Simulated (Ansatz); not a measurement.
Does relaxation matter for the field gradients of InAs with Zr replacing In?

Start: a supercell of InAs (zinc blende type, F-43m) built from a COD entry (the entry's cell lengths or inner coordinates differ somewhat from later room-temperature determinations), with all atoms left at the host's positions.

Space group F-43m (No. 216); a = 18.1080 Å.

```
site  Wyckoff  site symmetry       x       y       z
  Zr       4a           -43m  0.0000  0.0000  0.0000
 In2      48h            ..m  0.1667  0.0000  0.1667
 In5      16e            .3m  0.3333  0.8333  0.1667
 In9      16e            .3m  0.6667  0.6667  0.3333
In15      24f           2.mm  0.5000  0.6667  0.5000
As28      16e            .3m  0.0833  0.9167  0.0833
As29      24g           2.mm  0.2500  0.9167  0.2500
As33      48h            ..m  0.5833  0.7500  0.4167
As41      16e            .3m  0.4167  0.5833  0.4167
As54       4c           -43m  0.7500  0.2500  0.7500
```

One atom of each set is listed; the run and its k-mesh use a cell of 54 atoms with edges of 12.80, 12.80, 12.80 Å.

Level of theory: DFT, PBE, plane waves and PAW, scalar-relativistic, 420 eV cutoff, Γ-centred 2×2×2 k-points, Fermi–Dirac smearing 0.01 eV, cell charge +1 (Ansatz 0.2.0).

The largest force at the start is 0.39 eV/Å. Relaxing the ions at fixed cell moves them by 0.025 Å at most (atom 4, In) and 0.015 Å rms.

```csv
site,moved (Å),first shell before,first shell after,V_zz before (10²¹ V/m²),η before
Zr,0.000,4 As at 2.61 Å,4 As at 2.59 Å,0.00,–
In2,0.025,4 As at 2.61 Å,4 As at 2.61–2.65 Å,3.11,0.16
In5,0.012,4 As at 2.61 Å,4 As at 2.61 Å,-0.47,0.00
In9,0.005,4 As at 2.61 Å,4 As at 2.61–2.62 Å,-0.47,0.00
In15,0.009,4 As at 2.61 Å,4 As at 2.61 Å,0.26,0.91
As28,0.021,"1 Zr at 2.61 Å, 3 In at 2.61 Å","1 Zr at 2.59 Å, 3 In at 2.65 Å",-10.72,0.00
As29,0.009,4 In at 2.61 Å,4 In at 2.61 Å,2.14,0.37
As33,0.008,4 In at 2.61 Å,4 In at 2.61–2.62 Å,-0.91,0.06
As41,0.004,4 In at 2.61 Å,4 In at 2.61 Å,0.083,0.00
```

Task: What are V_zz and η after the relaxation?

Result: 

| site | V_zz after | η after | change of V_zz |
| --- | --- | --- | --- |
| Zr | 0.00 | – | 0.00 |
| In2 | 4.13 | 0.17 | +1.02 |
| In5 | -0.84 | 0.00 | -0.37 |
| In9 | -0.59 | 0.00 | -0.12 |
| In15 | 0.44 | 0.99 | +0.18 |
| As28 | -11.46 | 0.00 | -0.74 |
| As29 | 1.88 | 0.39 | -0.26 |
| As33 | -0.66 | 0.29 | +0.25 |
| As41 | 0.21 | 0.00 | +0.12 |

The largest change of V_zz is on In2, from 3.11 to 4.13. In per cent, |V_zz| changes by +33 on In, -12 to +7 on As (all sites that start above 2). Where |V_zz| stays above 0.1, η moves most on As33, from 0.06 to 0.29. Other sites without a gradient aren't listed.

The run isn't spin-polarised, and a state with spin may lie lower. The defect repeats with the cell of 54 atoms, so it feels its images: sites between two images don't show the values beside a lone defect, and zeros or small values of η there can come from the images' arrangement. A uniform background compensates the cell's charge. The defect cell has no gap above 0.1 eV on its mesh, so the values can hang on the smearing and the k-mesh. Without spin–orbit coupling (the program notes it for In and Zr) the gradients can shift somewhat, as the gap is small.
Before: The neighbours have not yet relaxed around the defect (largest force 0.39 eV/Å), so a real crystal will differ.
After: The relaxation keeps the site symmetry -43m of the start, so the impurity can't leave its site; a distortion that would localise the partly filled state isn't explored.
